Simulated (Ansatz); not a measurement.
## HfSiO₄, first-principles data

HfSiO₄:
```
CELL_PARAMETERS angstrom
     -3.29168     3.29168     2.98348
      3.29168    -3.29168     2.98348
      3.29168     3.29168    -2.98348
ATOMIC_POSITIONS crystal
  Hf 0.00000 0.00000 0.00000
  Hf 0.75000 0.25000 0.50000
  Si 0.25000 0.75000 0.50000
  Si 0.50000 0.50000 0.00000
  O  0.13331 0.31810 0.81522
  O  0.06810 0.75288 0.68478
  O  0.50288 0.31810 0.18478
  O  0.06810 0.38331 0.31522
  O  0.61669 0.93190 0.68478
  O  0.68190 0.86669 0.18478
  O  0.24712 0.93190 0.31522
  O  0.68190 0.49712 0.81522
```

Space group I4_1/amd (No. 141); conventional cell a = b = 6.5834 Å, c = 5.9670 Å, α = β = γ = 90.00°.

Method: the program Ansatz at the PBEsol level (PAW). Structure relaxed to zero pressure with the same functional. Other levels are named where they apply.

### Cell and energy

```yaml
volume_per_atom: 10.78 Å³
density: 6.95 g/cm³
Formation energy from the elements (no fitted shifts): -3.20 eV/atom
```

### Electronic structure

```yaml
band_gap: 5.37 eV (indirect)
valence_band_maximum: on the Γ–Z line, 14 % of the way from Γ
conduction_band_minimum: off the standard path, at k = (0.250, 0.255, 0.188) in fractions of the reciprocal vectors
smallest_direct_gap_on_the_standard_path: 5.73 eV
Hole effective mass with spin–orbit coupling: 1.7, 1.7, 8.8 mₑ (principal values)
HSE06 gap on the PBEsol cell: 7.29 eV
Gap with spin–orbit coupling: 5.37 eV
```

### Mechanics

```yaml
Bulk modulus (Birch–Murnaghan fit): 224 GPa
Pressure derivative B′: 5.0
Elastic constants (relaxed ions, GPa): C11 = 428, C12 = 69.4, C13 = 151, C33 = 484, C44 = 109, C66 = 49.6
mechanical_stability: stable (all eigenvalues of C positive)
hill_bulk_and_shear_moduli: 229 and 108 GPa
Young's modulus: 280 GPa
Poisson's ratio: 0.30
debye_temperature_from_the_elastic_constants: 593 K
```

### Dielectric response

```yaml
Electronic dielectric constant ε∞ (DFPT): 3.92 (xx = yy), 4.16 (zz)
Static dielectric constant ε0 (ions relaxed, cell fixed): 12.0 (xx = yy), 12.0 (zz)
Born charges (a third of the trace): Hf +5.07, Si +3.56, O -2.16 e
```

### Phonons

```yaml
Highest zone-centre frequency (without LO–TO term): 1007 cm^-1
zone_centre_stability: no imaginary mode at Γ
dynamical_stability_on_the_path: stable (no imaginary branch)
zero_point_energy: 85.7 meV/atom
Vibrational entropy at 300 K: 15.7 J/(K·mol of atoms)
```

Symmetry was held in the PBEsol relaxation. No spin polarisation was allowed. The references are the lowest solids computed at this level, not always the standard phases (solids in place of the gases). Scalar-relativistic: spin–orbit coupling is off unless named, which matters more the heavier the elements.

Potentials: the earlier of the program's two PAW sets. The files were generated under PBE; for other functionals the program regenerates the frozen cores, and for LDA and PBEsol the local potential too.
